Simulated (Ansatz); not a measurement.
This run works on a proposed trial structure, not on a known crystal.

Input and command of a plane-wave DFT calculation in Ansatz:

```yaml
crystal:
  lattice:
    - [8.728685547, -1.7200329046, 0.0]
    - [8.728685547, 1.7200329046, 0.0]
    - [-0.0364061431, 0.0, 3.9049486917]
  atoms:
    - { symbol: Ti, position: [0.9227101752, 0.9227101752, 0.9989292675] }
    - { symbol: Si, position: [0.3114327312, 0.3114327312, 0.9602020817] }
    - { symbol: Si, position: [0.1752586234, 0.1752586234, 0.0143962045] }
    - { symbol: Si, position: [0.686563024, 0.686563024, 0.5629201292] }
    - { symbol: Si, position: [0.8193293894, 0.8193293894, 0.481380279] }
    - { symbol: Si, position: [0.5459702972, 0.5459702972, 0.9951456147] }
    - { symbol: Si, position: [0.4581725818, 0.4581725818, 0.4984971411] }
    - { symbol: Mo, position: [0.0805124986, 0.0805124986, 0.4885292823] }
basis:
  ecutwfc: 420
kpoints:
  mp_grid: { grid: [10, 10, 8] }
hamiltonian:
  xc: pbe
scf:
  occupations: { method: gaussian, width: 0.1 }
output:
  forces: true
  stress: true
  eigenvalues: true
relax:
  adjacent_minimum: "off"
  f_tol: 0.01
  max_steps: 80
  cell: { stress_tol: 0.05 }
```

```bash
ansatz run input.yaml --threads 1 --pin off --max-ram 2560MiB --backend cpu --events-out ev --progress --plain --runs-dir out
```

Processor: Intel(R) Xeon(R) Processor @ 2.70GHz, 1 thread, on a host shared with other jobs.

Question: How long does it run, and how much memory does it take?

Answer: About 10 min, peak memory 0.95 GiB. It solves 33 bands at 227 k points (after reduction by symmetry) with about 2315 plane waves (on the last cell), in 53 SCF iterations over 8 ionic steps.
